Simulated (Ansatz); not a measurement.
Consider the following.

Starting cell, Ca (fcc, Cu type):

```xyz
2
Lattice="0.0000 5.5265 5.5265 2.7633 0.0000 2.7633 2.7633 2.7633 0.0000" Properties=species:S:1:pos:R:3 pbc="T T T"
Ca     0.0000     0.0000     0.0000
Ca     2.7633     5.5265     2.7633
```

The atoms are displaced by Q × the pattern below (from a DFPT mode at L = (0.5, 0.0, 0.0), largest move 1; Q in Å), at fixed cell. It is one choice among 2 degenerate patterns. (q is in reciprocal vectors of the primitive cell; the cell shown is doubled to hold the pattern.)

| atom | x | y | z |
|---|---|---|---|
| Ca1 | -0.285 | 0.520 | -0.805 |
| Ca2 | 0.285 | -0.520 | 0.805 |

Level of theory: PBE (plane waves to 420 eV, PAW, scalar-relativistic; Ansatz, an electronic-structure program). k mesh 15×15×15 (Γ-centred), Fermi-Dirac smearing 0.05 eV. E stands for the smeared free energy. With partly filled bands, energies and forces of such displacements shift with the k mesh and the smearing. Ca was relaxed with its symmetry unable to fall. The zero of ΔE is the undisplaced structure.

The scan covers Q from -0.280 to 0.280 Å in 13 points.

Problem. Is this a single well or a double well?

Solution. A single well with its minimum at or next to zero displacement.

Problem. Which space group does the distorted structure have?

Solution. P-1 (No. 2), lowered from Fm-3m.

Problem. What is the energy change at Q = 0.280 Å?

Solution. 63 meV/cell.

Problem. What harmonic wavenumber does the curvature at Q = 0 give?

Solution. 77 cm⁻¹.

(A displaced cell: forces are minus the slopes of the energy, force constants its curvatures, and phonons follow from these.)
